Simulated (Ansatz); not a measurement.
NbN:
```
CELL_PARAMETERS angstrom
      2.95795     0.00000     0.00000
     -1.47898     2.56166     0.00000
      0.00000     0.00000    11.19000
ATOMIC_POSITIONS crystal
  Nb 0.66667 0.33333 0.87812
  Nb 0.33333 0.66667 0.12188
  Nb 0.33333 0.66667 0.37812
  Nb 0.66667 0.33333 0.62188
  N  0.00000 0.00000 0.00000
  N  0.00000 0.00000 0.50000
  N  0.66667 0.33333 0.25000
  N  0.33333 0.66667 0.75000
```

Relaxed with PBEsol. Special points in fractions of this cell's reciprocal vectors: Γ (0.000, 0.000, 0.000); M (0.500, 0.000, 0.000); K (0.333, 0.333, 0.000); A (0.000, 0.000, 0.500); L (0.500, 0.000, 0.500); H (0.333, 0.333, 0.500).

Problem. List the band energies nearest the Fermi level at these points for DFT-PBEsol in the program Ansatz with PAW potentials.

Solution. In eV from the Fermi level; about four levels below and three above (degenerate sets whole), none deeper than 8.9 eV; points with the same levels are listed once.

| k | below | above |
|---|---|---|
| Γ | -0.86 -0.86 -0.75 -0.44 -0.44 | 0.00 0.64 0.64 |
| M | -2.95 -2.94 -1.59 -0.20 | 2.09 3.25 3.26 |
| K | -5.55 -5.55 -4.50 -4.50 -0.66 | 0.23 0.24 0.24 |
| A | -0.38 -0.38 -0.38 -0.38 | 0.68 0.68 0.68 0.68 |
| L | -3.34 -3.34 -0.89 -0.89 | 2.90 2.90 3.34 3.34 |
| H | -4.45 -4.45 -0.37 -0.37 | 0.25 0.25 1.31 1.31 |

Space group P6_3/mmc. The workflow started from a Materials Project entry (that database holds measured and hypothetical structures alike); the Crystallography Open Database files this formula in space group No. 194, but the cells were not matched. It is not the phase usual at ambient conditions (space group No. 225). The PBEsol relaxation kept the symmetry of its start; its stability against distortions is not shown here. No spin polarisation was allowed. Scalar-relativistic: spin–orbit coupling is off unless named, which matters more the heavier the elements.

Potentials: the later of the program's two PAW sets.
